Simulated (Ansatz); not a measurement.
The relaxed structure here is a generated cell of BeS: the first start was made by a random draw of sites in a space group, and the end was not matched to a known phase here, so it may be hypothetical.

One stationary structure of BeS. Space group P6₃mc (No. 186), wurtzite type. Method: PBEsol (plane waves to 420 eV, PAW, scalar-relativistic; Ansatz, a program for electronic structure).

```xyz
4
Lattice="3.4118 0.0000 0.0000 -1.7059 2.9547 0.0000 0.0000 0.0000 5.6248" Properties=species:S:1:pos:R:3 pbc="T T T"
Be     1.7059     0.9849     0.0000
Be     0.0000     1.9698     2.8124
S      0.0000     1.9698     4.9157
S      1.7059     0.9849     2.1033
```

### Question
What is the computed band gap (PBEsol)?

### Answer
3.44 eV, indirect (valence top at Γ, conduction bottom at K) (no spin-orbit coupling).

### Question
Predict the smallest direct gap from PBEsol.

### Answer
5.01 eV at M.

No spin polarisation in the result.

It was reached from a disturbed copy of a I4₁md (No. 109) cell, against which it lies -0.87 eV/atom.
